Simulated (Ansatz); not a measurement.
Given:

Starting cell, MgS (rock salt):

```xyz
4
Lattice="0.0000 5.2297 5.2297 2.6148 2.6148 5.2297 2.6148 2.6148 0.0000" Properties=species:S:1:pos:R:3 pbc="T T T"
S      0.0000     0.0000     0.0000
S      2.6148     5.2297     7.8445
Mg     2.6148     7.8445     7.8445
Mg     2.6148     5.2297     5.2297
```

A phonon eigenvector at X = (0.5, 0.5, 0.0) is frozen into this cell: atom i moves by Q times the vector below, so Q is the largest atomic displacement, in Å. The cell is held. (q is in reciprocal vectors of the primitive cell; the cell shown is doubled to hold the pattern.)

```json
[
 {"atom": "S1", "x": "0.000", "y": "0.000", "z": "-0.449"},
 {"atom": "S2", "x": "0.000", "y": "0.000", "z": "0.449"},
 {"atom": "Mg3", "x": "0.000", "y": "0.000", "z": "-1.000"},
 {"atom": "Mg4", "x": "0.000", "y": "0.000", "z": "1.000"}
]
```

Method: PBE (plane waves to 420 eV, PAW, scalar-relativistic; Ansatz, a first-principles code). k mesh 11×11×11 (Γ-centred), Fermi-Dirac smearing 0.05 eV. The energy includes the smearing's −TS. MgS was relaxed with its symmetry unable to fall. The zero of ΔE is the undisplaced structure.

The scan covers Q from -0.180 to 0.180 Å in 13 points.

Is this a single well or a double well?

A single well with its minimum at or next to zero displacement.

Which space group does the distorted structure have?

P4/nmm (No. 129), lowered from Fm-3m.

What is the energy change at Q = 0.180 Å?

124.7 meV/cell.

What harmonic wavenumber does the curvature at Q = 0 give?

182 cm⁻¹.

(For displaced atoms, the force is minus the slope of the energy, and its curvature is a force constant, which sets phonon frequencies.)
